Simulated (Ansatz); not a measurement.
SrCl2: energy along a strain

SrCl2, Fm-3m, a = 6.971 Å (as given, not relaxed at this level: 0.4 GPa). The structure is a COD entry; whether it is the stable form wasn't checked. Ansatz: r2SCAN, PAW, 500 eV, Γ-centred 6×6×6 mesh on 3 atoms, Gaussian smearing 0.05 eV; no spin polarisation. Cell vectors (Å): 0.000 3.486 3.486; 3.486 0.000 3.486; 3.486 3.486 0.000. The cell is strained by x per cent times the pattern (1 -1 0 0 0 0) in the order xx yy zz yz xz xy (engineering shears), with fractional coordinates held. y is the free energy over the start, V0 = 28.230 Å³/atom. Symmetry makes y even in x.

| x (%) | y (meV/atom) |
| --- | --- |
| -4.00 | 15.88 |
| -2.00 | 3.93 |
| 0.00 | 0.00 |
| 0.50 | ? |
| 1.00 | 0.98 |
| 1.50 | 2.21 |
| 2.50 | 6.16 |
| 3.00 | 8.89 |
| 3.50 | 12.13 |

Question: Fit y = c2 x² + c4 x⁴ to the other rows, get the stiffness along the pattern, and predict the missing energy.

Answer: Least squares on the rows shown. y = 0.98097 x² + 0.00072991 x⁴. The clamped-ion stiffness p·C·p = 2 × 9.810 eV × 160.2 / 28.230 Å³ = 111 GPa (second derivative at the start, which stands under stress). At x = 0.50 the fit asked for gives 0.25 meV/atom. The run gave 0.24 meV/atom, so the fit is 0.01 meV/atom too high, a small miss on the scale of the series.